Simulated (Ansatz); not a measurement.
ScZn:
```yaml
crystal:
  lattice:
    - [3.30142, 0.00000, 0.00000]
    - [0.00000, 3.30142, 0.00000]
    - [0.00000, 0.00000, 3.30142]
  atoms:
    - { symbol: Zn, position: [0.50000, 0.50000, 0.50000] }
    - { symbol: Sc, position: [0.00000, 0.00000, 0.00000] }
```

Relaxed with PBEsol. Special points in fractions of this cell's reciprocal vectors: Γ (0.000, 0.000, 0.000); X (0.000, 0.500, 0.000); M (0.500, 0.500, 0.000); R (0.500, 0.500, 0.500).

Q: List the band energies nearest the Fermi level at these points for PBEsol in the plane-wave PAW code Ansatz.

A: In eV from the Fermi level; about four levels below and three above (degenerate sets whole), none deeper than 8.9 eV; points with the same levels are listed once.

```json
[
 {"k": "Γ", "below": "-7.18 -7.18 -6.85 -6.85 -6.85", "above": "0.09 0.09 3.08 3.08 3.08"},
 {"k": "X", "below": "-6.92 -6.92 -6.82 -4.43 -3.70", "above": "0.37 1.26 1.26"},
 {"k": "M", "below": "-6.66 -3.60 -0.58 -0.58", "above": "0.29 2.23 2.23"},
 {"k": "R", "below": "-6.65 -6.65 -1.76 -1.76 -1.76", "above": "0.93 3.90 3.90"}
]
```

Space group Pm-3m (CsCl type). The workflow started from an entry of the Crystallography Open Database (COD). Its standing as an ambient phase is unchecked. Symmetry was held in the PBEsol relaxation; of distortions, only those at the zone centre were tested. The run is not spin-polarised.

Potentials: the later of the program's two PAW sets.
